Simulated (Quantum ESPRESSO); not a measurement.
```
CELL_PARAMETERS angstrom
      3.78295     0.00000     0.00000
      0.00000     3.78295     0.00000
      0.00000     0.00000     3.78295
ATOMIC_POSITIONS crystal
  O  0.00000 0.50000 0.00000
  O  0.50000 0.00000 0.00000
  O  0.00000 0.00000 0.50000
  Al 0.00000 0.00000 0.00000
  La 0.50000 0.50000 0.50000
```

The geometry is that of Materials Project entry mp-5304, symmetrised and not relaxed again.

### Question
What does PBEsol (Quantum ESPRESSO, PseudoDojo norm-conserving, 110 Ry, with spin-orbit coupling) give for the electronic structure near the Fermi level?

### Answer
The PBEsol gap is indirect, 3.44 eV, from R to Γ; the smallest direct gap is 3.50 eV. The 4f states are in the valence at their DFT position. The cell is held in this high symmetry; tilts and polar distortions were not searched.

This is not the ordinary phase of the substance.
